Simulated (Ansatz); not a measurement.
# Data sheet: BiPbBrO2 (DFT)

BiPbBrO2:
```yaml
crystal:
  lattice:
    - [-1.98049, 1.98049, 6.49698]
    - [1.98049, -1.98049, 6.49698]
    - [1.98049, 1.98049, -6.49698]
  atoms:
    - { symbol: Bi, position: [0.34083, 0.34083, 0.00000] }
    - { symbol: Pb, position: [0.65340, 0.65340, 0.00000] }
    - { symbol: Br, position: [0.99166, 0.99166, 0.00000] }
    - { symbol: O, position: [0.75705, 0.25705, 0.50000] }
    - { symbol: O, position: [0.25705, 0.75705, 0.50000] }
```

Space group I4mm (No. 107); conventional cell a = 3.9610 Å, b = 3.9610 Å, c = 12.9940 Å, α = 90.00°, β = 90.00°, γ = 90.00°.

Method: r²SCAN+D4 (plane waves, PAW; program Ansatz). Structure relaxed to zero pressure with the same functional. Other levels are named where they apply.

Cell and energy:

Volume per atom: 20.39 Å³
Density: 8.60 g/cm³
Formation energy from the elements (no fitted shifts): -1.33 eV/atom

Electronic structure:

- Band gap: 2.20 eV (indirect)
- Valence-band maximum: on the M–S line, 81 % of the way from M
- Conduction-band minimum: at Γ
- Smallest direct gap on the standard path: 2.44 eV
- Electron effective mass: 0.27, 0.27, 0.89 mₑ (principal values)
- Hole effective mass: 0.85, 1.3, 1.8 mₑ (principal values)

Mechanics:

* **Bulk modulus (Birch–Murnaghan fit)**: 47.4 GPa
* **Pressure derivative B′**: 5.8

Charges:

Bader charges: Bi +1.87, Pb +1.34, Br -0.72, O -1.24 e

The workflow started from a Materials Project entry (that database holds measured and hypothetical structures alike); the Crystallography Open Database copy checked does not list it. Its standing as an ambient phase is unchecked. The r²SCAN+D4 relaxation kept the symmetry of its start; whether a distortion lowers the energy is not shown. The references are the lowest solids computed at this level, not always the standard phases (solids in place of the gases). Scalar-relativistic: spin–orbit coupling is off unless named, which matters more the heavier the elements.

Potentials: the later of the program's two PAW sets.
